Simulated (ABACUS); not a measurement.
Set-up for a self-consistent single point of GaN (P6_3mc, 4 atoms in the cell; from Materials Project mp-804, lattice scaled a little).

```
GaN
1.0
    3.14588     0.00000     0.00000
   -1.57294     2.72441     0.00000
    0.00000     0.00000     5.12226
Ga N
2 2
Cartesian
  1.57294   0.90814   2.55642
  0.00000   1.81627   5.11755
  1.57294   0.90814   4.48669
  0.00000   1.81627   1.92556
```

All values come from this method and carry its errors: BLYP, numerical atomic orbitals TZDP (confined pseudo-atomic orbitals with Gaussian additions; energy shift 0.01 Ry), PseudoDojo 0.5 standard norm-conserving PBE (tails mended) pseudopotentials run with ABACUS.

ABACUS settings:

- basis = TZDP numerical atomic orbitals, energy shift 0.01 Ry
- KPT = Gamma 8 8 5 0.5 0.5 0.5
- basis_type = lcao
- dft_functional = GGA_X_B88+GGA_C_LYP
- ecutwfc = 100 Ry
- smearing_method = fixed
- potentials = PseudoDojo 0.5 standard norm-conserving PBE (tails mended)
- symmetry = 1
- symmetry_prec = 1e-05
- ks_solver = genelpa
- scf_nmax = 100
- scf_thr = 1.0e-07
- mixing_type = pulay
- mixing_beta = 0.7

Results:

```
Quantity                                                  Value
------------------------------------------------  -------------
Number of valence electrons                                  36
Number of bands                                              28
Number of k-points after the program's reduction             60
Size of the basis                                           122
Number of SCF iterations                                     10
Free energy E − TS                                -4719.3222 eV
Pressure                                              21.94 GPa
```

Stress (GPa, positive for compression):
```
21.82   0.00   0.00
 0.00  21.82   0.00
 0.00   0.00  22.19
```

For comparison: a first run (DFT, PBE, numerical atomic orbitals TZDP (confined pseudo-atomic orbitals with Gaussian additions; energy shift 0.01 Ry), PseudoDojo 0.5 standard norm-conserving PBE (tails mended) pseudopotentials) was changed to give this one (dft_functional: default → GGA_X_B88+GGA_C_LYP), and from it to this one the pressure goes from 15.94 to 21.94 GPa.

The atom-centred basis is finite, which shifts total energies and pressures against plane waves. The potentials were made for another functional than the one used. The structure comes from a collection of computed structures, made at another level of theory; the collection holds predicted forms beside known ones. Its lattice was then scaled. At this pressure the cell is far from its equilibrium volume at this level.

Cost on one core: about 50 core-seconds (a rough figure).

The atomic orbitals were generated for these runs; they are not ABACUS's published sets and were checked against plane waves on a few crystals only.

“Tails mended”: in these copies of the files the far tail of each local potential was reset to the Coulomb form.
